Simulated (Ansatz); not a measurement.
## Ca$_{2}$MnAlO$_{5}$: which magnetic order is lowest?

```
Ca Mn Al O
1.0
    -7.47665    2.73129    2.61567
     7.47665   -2.73129    2.61567
     7.47665    2.73129   -2.61567
Ca Mn Al O
4 2 2 10
Direct
  0.46650 0.88129 0.36159
  0.51970 0.10491 0.63841
  0.51970 0.38129 0.91479
  0.46650 0.60491 0.08521
  0.00000 0.00000 0.00000
  0.00000 0.50000 0.50000
  0.88530 0.70850 0.67680
  0.03170 0.20850 0.32320
  0.50250 0.73889 0.74059
  0.99830 0.76191 0.25941
  0.99830 0.23889 0.73639
  0.50250 0.26191 0.26361
  0.09540 0.88093 0.91833
  0.96260 0.17707 0.08167
  0.96260 0.38093 0.28553
  0.09540 0.67707 0.71447
  0.75950 0.87150 0.38800
  0.48350 0.37150 0.61200
```

Computed with plane-wave PAW DFT (Ansatz 0.2.0): r2SCAN, 500 eV cutoff, 6×6×6 Γ-centred mesh, fermi-dirac occupations of width 0.050 eV. The atoms are fixed and numbered as listed; spin is collinear, without spin-orbit coupling.

The cycle has several fixed points for this cell. Moments (μB):

```json
{"state": "A", "Mn5": "3.13", "Mn6": "-3.13", "other atoms together": "0.00", "size of the net moment a cell": "0.00"}
{"state": "B", "Mn5": "3.23", "Mn6": "3.23", "other atoms together": "0.37", "size of the net moment a cell": "8.00"}
{"state": "C", "Mn5": "0.00", "Mn6": "0.00", "other atoms together": "0.00", "size of the net moment a cell": "0.00"}
```

Site moments are taken in small spheres that don't touch (radius about 0.4 of the atom's shortest bond), so those of the magnetic atoms read low, and they needn't add up to the net moment. State C was run without spin polarisation.

Question: Which state has the lowest energy at zero smearing, and how far up are the others?

Answer: State A (antiparallel, compensated) is lowest; B (parallel moments) lies 1.8 meV above it, C (without moments) lies 243 meV above it, all counted an atom of the cell.

Question: Which states have a gap on the mesh, and what pressure does each exert on this cell?

Answer: A: gap 0.74 eV, 0.1 GPa; B: no gap, 1.0 GPa; C: no gap, -5.2 GPa (positive in compression). Moments take up room: without them the pressure is lower, so that state wants a smaller cell.

Question: How much does the cell gain by forming moments?

Answer: 243 meV an atom of the cell, or 2189 meV for each Mn atom, against state C, which has none. A run without spin would miss this and give wrong energies and forces. That state isn't the paramagnet, which keeps its moments, so this is no ordering energy.

The cell is that of a Crystallography Open Database entry, unchanged.

Caveats: only orders that fit this cell and collinear spins were tried, so the true order may need a larger cell or canted moments; atoms and cell are not relaxed, and each state would relax in its own way; semilocal functionals without U often misplace the states of 3d oxides, halides and chalcogenides; the k mesh is coarse, so differences of a few meV are uncertain where a state is a metal; one start a pattern, so a lower state of the same pattern may exist.
